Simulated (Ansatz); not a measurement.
Crystals of one structure type (zinc blende) and one family of elements, relaxed and computed with the program Ansatz at the r²SCAN level (PAW).

```tsv
crystal	V (Å³/atom)	highest Γ mode, no LO–TO term (cm⁻¹)
BN	5.87	1042
GaN	11.38	?
BP	11.67	819
GaAs	22.73	265
InP	25.77	296
InAs	28.48	210
GaSb	28.83	223
```

**Question.** Fit a straight line to ln ω against ln V and predict the withheld value.

**Answer.** Least squares on the 6 shown rows: ln ω = -1.05 × ln V + (8.976), with a scatter of 17 %. For GaN this gives 616. The run itself gave 545, within the scatter.

All cells were relaxed under the symmetry of their starts (and spin orders); stability against distortions was not tested throughout. Scalar-relativistic: spin–orbit coupling is off unless named, which matters more the heavier the elements.

Potentials: the earlier of the program's two PAW sets.
